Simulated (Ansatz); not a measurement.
AlH6IO4: ²⁷Al NMR of the central transition

Cell: a Materials Project structure (computed, not necessarily an observed phase), taken as it stands.

Space group C2/c (No. 15); a = 9.6145, b = 14.0548, c = 5.2701 Å, β = 123.24°.

| site | Wyckoff | site symmetry | x | y | z |
| --- | --- | --- | --- | --- | --- |
| Al | 4e | 2 | 0.5000 | 0.5469 | 0.7500 |
| H3 | 8f | 1 | 0.2259 | 0.9285 | 0.8181 |
| H7 | 8f | 1 | 0.7568 | 0.1389 | 0.7216 |
| H11 | 8f | 1 | 0.4061 | 0.7115 | 0.8515 |
| I | 4e | 2 | 0.5000 | 0.8419 | 0.2500 |
| O17 | 8f | 1 | 0.1260 | 0.9641 | 0.6713 |
| O21 | 8f | 1 | 0.3571 | 0.6546 | 0.7208 |

One atom of each set is listed; the run and its k-mesh use a cell of 24 atoms with edges of 8.51, 8.51, 5.27 Å.

Method: Kohn–Sham DFT in Ansatz, PBE, plane waves and PAW, scalar-relativistic, 420 eV cutoff, Γ-centred 3×3×4 k-points, Fermi–Dirac smearing 0.02 eV.

²⁷Al has I = 5/2 and Q = 146.6 mb (Pyykkö 2018); at 11.7 T its Larmor frequency is ν₀ = 129.9 MHz. Only the quadrupole interaction is simulated: positions count from each site's isotropic chemical shift, and J coupling is left out, as are shift anisotropy and dipolar coupling, which fast spinning averages.

(1) Give C_Q, η, the quadrupolar product P_Q = |C_Q|(1 + η²/3)^½, the second-order isotropic shift and the breadth of the pattern (fast magic-angle spinning) for each Al site.

Answers

(1) 

```tsv
site	first shell	C_Q (MHz)	η	P_Q (MHz)	δ_QIS (ppm)	breadth (kHz)
Al	6 O at 1.86–1.99 Å	-6.28	0.60	6.65	-15.7	4.72
```

δ_QIS = −(ν_Q²/30ν₀²)[I(I+1) − 3/4](1 + η²/3) × 10⁶ ppm with ν_Q = 3|C_Q|/[2I(2I−1)]; it falls as 1/B₀² in ppm, and the breadth as 1/B₀ in kHz.

The largest force is 0.3 eV/Å, so the atoms aren't at the calculated equilibrium and relaxing them would move these values.
